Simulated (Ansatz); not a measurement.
ZnGeP$_{2}$:
```yaml
crystal:
  lattice:
    - [-2.71198, 2.71198, 5.35491]
    - [2.71198, -2.71198, 5.35491]
    - [2.71198, 2.71198, -5.35491]
  atoms:
    - { symbol: Zn, position: [0.75000, 0.25000, 0.50000] }
    - { symbol: Zn, position: [0.00000, 0.00000, 0.00000] }
    - { symbol: Ge, position: [0.25000, 0.75000, 0.50000] }
    - { symbol: Ge, position: [0.50000, 0.50000, 0.00000] }
    - { symbol: P, position: [0.12666, 0.12500, 0.50166] }
    - { symbol: P, position: [0.62334, 0.62500, 0.49834] }
    - { symbol: P, position: [0.37500, 0.87334, 0.99834] }
    - { symbol: P, position: [0.87500, 0.37666, 0.00166] }
```

Cartesian axes are those of the cell as given.

Give the high-frequency dielectric tensor and the Born effective charge tensors of the independent atoms from DFPT, plane-wave PAW PBEsol (Ansatz code).


ε∞:
```
12.2  0.00  0.00
0.00  12.2  0.00
0.00  0.00  12.5
```
Z* of atom 1 (Zn), rows: field, columns: displacement, in e:
```
 1.55   0.08   0.00
-0.08   1.55   0.00
 0.00   0.00   1.40
```
Z* of atom 3 (Ge), rows: field, columns: displacement, in e:
```
 2.05  -0.24   0.00
 0.24   2.05   0.00
 0.00   0.00   2.22
```
Z* of atom 5 (P), rows: field, columns: displacement, in e:
```
-1.91   0.00  -0.09
 0.00  -1.69   0.00
 0.03   0.00  -1.81
```

Static charges for comparison (Bader): Zn1 +0.55, Ge3 +0.68, P5 -0.62 e. Born charges measure polarisation by displacement and can exceed these by far.

Space group I-42d (chalcopyrite). Symmetry was held in the PBEsol relaxation. Scalar-relativistic: spin–orbit coupling is off unless named, which matters more the heavier the elements.

Potentials: the later of the program's two PAW sets.
